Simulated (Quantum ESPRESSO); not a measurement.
Al2Ta2HfZr2Rh, input and log of a self-consistent run

A calculation, not a measurement. The program is pw.x of Quantum ESPRESSO 7.5 (plane-wave density functional theory). The cell is made up: eight metal atoms on a face-centred cubic lattice, with elements, volume, strain and displacements drawn at random and not relaxed, so it may be unstable or far from any real phase. PseudoDojo standard norm-conserving files set the functional (PBE unless stated); there is no spin polarisation or spin-orbit coupling, the Fermi-Dirac width of 0.25 eV means electrons at about 2900 K, and the masses in the input are unused placeholders. Heavy elements are run without spin-orbit coupling, which real alloys of them have. A spin test at this wide smearing found no moment, but such smearing suppresses magnetism that the real alloy may have.

Input:

```
&control calculation='scf', pseudo_dir='./dojo.nc.sr.pbe.v0_5.standard.upf', outdir='./o', disk_io='minimal', tprnfor=.true., tstress=.true. /
&system ibrav=0, nat=8, ntyp=5, nbnd=59, ecutwfc=87.97787729, nosym=.true., tot_charge=0,
 occupations='smearing', smearing='fd', degauss=0.0183746611
/
&electrons conv_thr=1.470e-08, electron_maxstep=70, mixing_beta=0.5 /
ATOMIC_SPECIES
Al 1.0 Al.upf
Hf 1.0 Hf.upf
Rh 1.0 Rh.upf
Ta 1.0 Ta.upf
Zr 1.0 Zr.upf
CELL_PARAMETERS angstrom
0.0 4.2661 4.2661
4.2661 0.0 4.2661
4.2661 4.2661 0.0
ATOMIC_POSITIONS angstrom
Al -0.0106 -0.0018 0.0276
Ta 2.1481 2.1094 -0.0056
Hf 2.1062 -0.0373 2.0802
Zr 4.2856 2.0711 2.1882
Zr -0.0075 2.1706 2.1417
Al 2.1508 4.268 2.1196
Rh 2.134 2.1197 4.2722
Ta 4.2511 4.2256 4.2737
K_POINTS automatic
5 5 5 1 1 1
```

The log is shortened where brackets say so; the opening notice, blank lines, dates and the lines on written files are dropped, and the path of the files is cut. It prints rydbergs, bohrs and kilobars, and counts compression as positive stress. Its total energy is the free energy E - TS of the whole cell.

```
     Program PWSCF v.7.5
     Parallel version (MPI & OpenMP), running on       4 processor cores
     Number of MPI processes:                 4
     Threads/MPI process:                     1
     [start-up lines left out]
     bravais-lattice index     =            0
     lattice parameter (alat)  =      11.4011  a.u.
     unit-cell volume          =    1047.8996 (a.u.)^3
     number of atoms/cell      =            8
     number of atomic types    =            5
     number of electrons       =        85.00
     number of Kohn-Sham states=           59
     kinetic-energy cutoff     =      87.9779  Ry
     charge density cutoff     =     351.9115  Ry
     scf convergence threshold =      1.5E-08
     mixing beta               =       0.5000
     number of iterations used =            8  plain     mixing
     Exchange-correlation= PBE
                           (   1   4   3   4   0   0   0)
     [axes and pseudopotential details left out]
   Cartesian axes
     site n.     atom                  positions (alat units)
         1        Al     tau(   1) = (  -0.0017570  -0.0002984   0.0045747  )
         2        Ta     tau(   2) = (   0.3560479   0.3496334  -0.0009282  )
         3        Hf     tau(   3) = (   0.3491030  -0.0061825   0.3447935  )
         4        Zr     tau(   4) = (   0.7103389   0.3432852   0.3626945  )
         5        Zr     tau(   5) = (  -0.0012431   0.3597773   0.3549871  )
         6        Al     tau(   6) = (   0.3564955   0.7074217   0.3513241  )
         7        Rh     tau(   7) = (   0.3537109   0.3513406   0.7081179  )
         8        Ta     tau(   8) = (   0.7046205   0.7003939   0.7083665  )
     number of k points=    63  Fermi-Dirac smearing, width (Ry)=  0.0184
                       cart. coord. in units 2pi/alat
        k(    1) = (   0.0707107   0.0707107   0.0707107), wk =   0.0320000
        k(    2) = (   0.2121320   0.2121320  -0.0707107), wk =   0.0320000
     [further k points left out]
     Dense  grid:   116749 G-vectors     FFT dimensions: (  72,  72,  72)
     Estimated max dynamical RAM per process >     424.82 MB
     Estimated total dynamical RAM >       1.58 GB
     Initial potential from superposition of free atoms
     starting charge      84.9861, renormalised to      85.0000
     Starting wfcs are   68 randomized atomic wfcs
     total cpu time spent up to now is        9.7 secs
     per-process dynamical memory:   330.0 Mb
     Self-consistent Calculation
     iteration #  1     ecut=    87.98 Ry     beta= 0.50
     Davidson diagonalization with overlap
     ethr =  1.00E-02,  avg # of iterations =  2.6
     total cpu time spent up to now is       29.5 secs
     total energy              =    -818.90929283 Ry
     estimated scf accuracy    <       1.36226153 Ry
     iteration #  2     ecut=    87.98 Ry     beta= 0.50
     Davidson diagonalization with overlap
     ethr =  1.60E-03,  avg # of iterations =  3.2
     total cpu time spent up to now is       49.4 secs
     total energy              =    -819.31991718 Ry
     estimated scf accuracy    <       6.63433179 Ry
     iteration #  3     ecut=    87.98 Ry     beta= 0.50
     Davidson diagonalization with overlap
     ethr =  1.60E-03,  avg # of iterations =  2.0
     total cpu time spent up to now is       68.0 secs
     total energy              =    -819.70211273 Ry
     estimated scf accuracy    <       0.73138442 Ry
     iteration #  4     ecut=    87.98 Ry     beta= 0.50
     Davidson diagonalization with overlap
     ethr =  8.60E-04,  avg # of iterations =  1.0
     total cpu time spent up to now is       83.2 secs
     total energy              =    -819.66373642 Ry
     estimated scf accuracy    <       0.23904933 Ry
     iteration #  5     ecut=    87.98 Ry     beta= 0.50
     Davidson diagonalization with overlap
     ethr =  2.81E-04,  avg # of iterations =  2.5
     total cpu time spent up to now is      102.2 secs
     total energy              =    -819.71398566 Ry
     estimated scf accuracy    <       0.41811904 Ry
     [iterations 6 to 11 left out]
     iteration # 12     ecut=    87.98 Ry     beta= 0.50
     Davidson diagonalization with overlap
     ethr =  1.61E-08,  avg # of iterations =  2.1
     total cpu time spent up to now is      234.6 secs
     total energy              =    -819.72354228 Ry
     estimated scf accuracy    <       0.00000088 Ry
     iteration # 13     ecut=    87.98 Ry     beta= 0.50
     Davidson diagonalization with overlap
     ethr =  1.04E-09,  avg # of iterations =  4.9
     total cpu time spent up to now is      257.1 secs
     total energy              =    -819.72354251 Ry
     estimated scf accuracy    <       0.00000017 Ry
     iteration # 14     ecut=    87.98 Ry     beta= 0.50
     Davidson diagonalization with overlap
     ethr =  1.95E-10,  avg # of iterations =  2.1
     total cpu time spent up to now is      275.2 secs
     total energy              =    -819.72354254 Ry
     estimated scf accuracy    <       0.00000007 Ry
     iteration # 15     ecut=    87.98 Ry     beta= 0.50
     Davidson diagonalization with overlap
     ethr =  7.71E-11,  avg # of iterations =  2.0
     total cpu time spent up to now is      292.7 secs
     total energy              =    -819.72354254 Ry
     estimated scf accuracy    <       0.00000010 Ry
     iteration # 16     ecut=    87.98 Ry     beta= 0.50
     Davidson diagonalization with overlap
     ethr =  7.71E-11,  avg # of iterations =  1.3
     total cpu time spent up to now is      309.3 secs
     End of self-consistent calculation
     [lines on levels left out]
!    total energy              =    -819.72354255 Ry
     estimated scf accuracy    <          2.3E-09 Ry
     smearing contrib. (-TS)   =      -0.12280715 Ry
     internal energy E=F+TS    =    -819.60073540 Ry
     The total energy is F=E-TS. E is the sum of the following terms:
     one-electron contribution =    -254.92148650 Ry
     hartree contribution      =     161.08817249 Ry
     xc contribution           =    -169.81541962 Ry
     ewald contribution        =    -555.95200177 Ry
     convergence has been achieved in  16 iterations
     Forces acting on atoms (cartesian axes, Ry/au):
     atom    1 type  1   force =    -0.00574878   -0.00356656   -0.00114365
     atom    2 type  4   force =    -0.00064147   -0.00030259    0.00756816
     atom    3 type  2   force =     0.00608165    0.00713134    0.01186362
     atom    4 type  5   force =    -0.01290235    0.00506352   -0.01415471
     atom    5 type  5   force =     0.00801919   -0.01356122   -0.00068796
     atom    6 type  1   force =     0.00283225   -0.00379206    0.00050126
     atom    7 type  3   force =    -0.00377070   -0.00214613   -0.00230909
     atom    8 type  4   force =     0.00613021    0.01117368   -0.00163762
     Total force =     0.034446     Total SCF correction =     0.000026
     Computing stress (Cartesian axis) and pressure
          total   stress  (Ry/bohr**3)                   (kbar)     P=      -36.51
  -0.00023196   0.00007612  -0.00003073          -34.12       11.20       -4.52
   0.00007612  -0.00021182  -0.00001168           11.20      -31.16       -1.72
  -0.00003073  -0.00001168  -0.00030078           -4.52       -1.72      -44.25
     init_run     :      7.93s CPU      8.27s WALL (       1 calls)
     electrons    :    298.25s CPU    299.61s WALL (       1 calls)
     forces       :      2.92s CPU      2.96s WALL (       1 calls)
     stress       :      9.77s CPU     10.05s WALL (       1 calls)
     [timing details left out]
     PWSCF        :   5m20.37s CPU   5m22.42s WALL
     JOB DONE.
```

In other units: free energy -11152.907 eV for the cell, pressure -3.65 GPa, largest force component 0.364 eV/Å in size. The run took 324 s of wall time with four MPI processes on a shared machine (Intel Xeon, 2023 or later, virtual cores), so the time is rough. A rerun of this cell at a higher cutoff and on a denser mesh moved values by no more than 0.003 eV in energy, 0.02 GPa in stress and 0.003 eV/Å in force, and a second program with other atomic files agreed on that cell to 2 % rms in force and 0.5 GPa in pressure.